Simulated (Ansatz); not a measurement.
An Ansatz (an electronic-structure program) run. Input:

Ansatz 0.2 input:
```yaml
crystal:
  lattice:
    - [3.1487969004, 0.0, 0.0]
    - [0.0, 3.1487969004, 0.0]
    - [0.0, 0.0, 3.1487969004]
  atoms:
    - { symbol: Au, position: [0.0, 0.0, 0.0] }
    - { symbol: Zn, position: [0.5, 0.5, 0.5] }
kpoints:
  mp_grid: { grid: [13, 13, 13] }
hamiltonian:
  xc: r2scan
  pseudopotentials: { kind: paw }
scf:
  occupations: { method: fermi_dirac, width: 0.1 }
phonons:
  method: dfpt
  response_accuracy: low
  eigenvectors: true
  rigid_motions: translations
```

Output (shortened):

```
Pseudopotential: Au, paw, valence charge 19
Pseudopotential: Zn, paw, valence charge 12
Functional definition: r2SCAN
Crystal: 2 atoms, lattice volume = 31.220 Å³
Basis set: ecut = 500 eV, 751 PW (Γ), exchange–correlation on 120×120×120 points (125 copies of the dense FFT grid, shifted against one another)
Bands: 20, of which v1, the nominal top of the filled ones, is band 16 counted from 1 (15 counted from 0)
Symmetry: 48 space group operations
k-points: 196 of 2197 (irreducible under 8 space group operations, time reversal used)
SCF iter   1: F=—  HF=-16489.641191 eV  |F-HF|=—  |Δ(HF+E_count)|=         —  Δρ=1.87e-2  dr2=7.53e-2  dr2_τ=9.13e-3  ethr=1.77e-3  ⟨swp⟩=5.0  Hψ=16409  notcnv=0
preconditioner: auto → none
SCF iter   2: F=—  HF=-16489.627519 eV  |F-HF|=—  |Δ(HF+E_count)|=   1.37e-2  Δρ=4.64e-3  dr2=7.78e-3  dr2_τ=1.05e-3  ethr=2.43e-4  ⟨swp⟩=2.0  Hψ=8551  notcnv=0  defer=17
SCF iter   3: F=—  HF=-16489.627302 eV  |F-HF|=—  |Δ(HF+E_count)|=   2.17e-4  Δρ=4.57e-3  dr2=4.34e-3  dr2_τ=6.02e-4  ethr=2.51e-5  ⟨swp⟩=2.0  Hψ=7081  notcnv=0  defer=17
SCF iter   4: F=—  HF=-16489.626416 eV  |F-HF|=—  |Δ(HF+E_count)|=   8.85e-4  Δρ=1.07e-3  dr2=3.94e-4  dr2_τ=4.30e-5  ethr=1.40e-5  ⟨swp⟩=2.1  Hψ=6458  notcnv=0  defer=17
SCF iter   5: F=—  HF=-16489.626321 eV  |F-HF|=—  |Δ(HF+E_count)|=   9.50e-5  Δρ=2.47e-4  dr2=1.20e-5  dr2_τ=1.35e-6  ethr=1.27e-6  ⟨swp⟩=2.3  Hψ=7608  notcnv=0  defer=17
SCF iter   6: F=—  HF=-16489.626337 eV  |F-HF|=—  |Δ(HF+E_count)|=   1.53e-5  Δρ=5.98e-5  dr2=7.77e-7  dr2_τ=4.57e-8  ethr=3.87e-8  ⟨swp⟩=2.0  Hψ=6938  notcnv=0  defer=17
SCF iter   7: F=—  HF=-16489.626327 eV  |F-HF|=—  |Δ(HF+E_count)|=   9.41e-6  Δρ=1.18e-5  dr2=3.71e-8  dr2_τ=5.04e-10  ethr=2.50e-9  ⟨swp⟩=2.0  Hψ=6945  notcnv=0  defer=17
SCF iter   8: F=—  HF=-16489.626327 eV  |F-HF|=—  |Δ(HF+E_count)|=   1.06e-8  Δρ=1.24e-6  dr2=2.29e-10  dr2_τ=9.62e-12  ethr=1.20e-10  ⟨swp⟩=2.0  Hψ=6034  notcnv=0  defer=17
SCF iter   9: F=-16489.626327 eV  HF=-16489.626327 eV  |F-HF|=1.46e-11  |Δ(HF+E_count)|=  5.06e-10  Δρ=1.28e-7  dr2=4.99e-12  dr2_τ=3.44e-13  ethr=1.00e-12  ⟨swp⟩=5.2  Hψ=21264  notcnv=0
SCF 1 converged in 9 iterations: F = -16489.626327 eV  dr2 = 4.99e-12
DFPT response loops at Γ: preconditioner auto → Kerker (q_TF=auto, 2.725 Å⁻¹) (partly filled bands, converged f_vac=0.000) …
SCF converged after 9 iterations
Free energy (F): -16489.626327 eV
Harris-Foulkes:  -16489.626327 eV  (|F-HF|=1.46e-11)
Internal energy: -16489.609218 eV  (E = F + TS)
E sigma→0 (E₀):  -16489.617773 eV
Entropy (-TS):   -0.017109 eV (-8.555 meV/atom)
Fermi energy:    16.952595 eV
--- Per-component energies (eV) ---
  E_band       = -192.697590
  E_kinetic    = 735.989505
  E_local      = -3264.216532  (includes V_loc(G=0)·N_el)
  E_nonlocal   = 691.024224
  E_hartree    = 1382.898565
  E_xc         = -342.876478
  E_vxc        = -362.166351  (∫ρ·V_xc dr)
  E_paw        = -11579.702621  (= ΣΔE_a)
  E_vpaw       = -783.447147  (= ΣTr[D̂ρ^β])
  E_aug_tail   = 0.000868  (compensation charges beyond the density's cutoff)
  E_vtau       = 24.320772  (kinetic-family band-sum trace: ∫τ·v_τ [+ j·A + Jᵃ·Aᵃ] dr)
  E_ewald      = -4112.367807
  E_core_change = -0.358942  (= ΣΔE_core)
  E_smearing   = -0.017109  (= −TS)
  E_closure    =  0.000000  (closes the sum)
  Σ components = -16489.626327   (vs F -16489.626327, Δ=0.00e0)
  [band-id]    e_kinetic+e_local+e_nonlocal+2·e_hartree+e_vxc+e_vpaw+e_augmentation_tail+e_vtau = -192.697530   (vs E_band -192.697590, Δ=5.94e-5)
--- Band table (eV; the first three rows and the last of 196) ---
  k-point 0: bands = ["-91.5223", "-42.3497", "-42.3497", "-42.3497", "5.9008", "8.4161", "8.4161", "9.1242", "9.1242", "9.1242", "11.1565", "11.1565", "12.9057", "12.9057", "12.9057", "22.1659", "22.1659", "22.1659", "26.3578", "29.3986"]
  k-point 1: bands = ["-91.5223", "-42.3523", "-42.3495", "-42.3495", "6.0107", "8.4398", "8.4483", "9.1230", "9.1230", "9.1331", "11.1394", "11.1866", "12.8238", "12.8238", "12.8968", "21.3058", "22.3707", "22.3707", "26.8736", "29.2863"]
  k-point 2: bands = ["-91.5221", "-42.3593", "-42.3490", "-42.3490", "6.3344", "8.5076", "8.5370", "9.1203", "9.1203", "9.1581", "11.0901", "11.2711", "12.6075", "12.6075", "12.8721", "19.6420", "22.9559", "22.9559", "27.4397", "28.9833"]
  k-point 195: bands = ["-91.5191", "-42.3857", "-42.3857", "-42.3857", "8.8240", "8.8530", "8.8530", "9.4251", "9.4251", "10.1383", "10.2052", "10.2052", "13.4926", "13.4926", "18.6922", "19.2963", "20.6795", "20.6795", "21.5059", "23.3259"]
--- Phonons (Γ-DFPT): 2 representative perturbations + reference, on 196 of 2197 k-points (Σ response iterations 13) ---
  ASR residual: 1.133e-3 → 0.000e0 eV/Å²; symmetrization residual: 3.683e-4 eV/Å²
  ASR residual per site (eV/Å²): 8.76e-4 1.13e-3
  Γ frequencies (cm⁻¹): 0.00 0.00 0.00 136.10 136.10 136.10
  non-analytic LO–TO correction: not included (Born effective charges unavailable; polar crystals: no LO–TO splitting at Γ)
```

Cost: around 60 core-seconds (rough) on shared cores.

Space group Pm-3m (CsCl type). The r²SCAN relaxation kept the symmetry of its start; of distortions, only those at the zone centre were tested. As this level gives no gap, phonon frequencies hold no LO–TO term and depend on the k-mesh and smearing (Fermi–Dirac, 0.1 eV here). Scalar-relativistic: spin–orbit coupling is off unless named, which matters more the heavier the elements.

Potentials: the later of the program's two PAW sets.

Ansatz is a plane-wave DFT program.
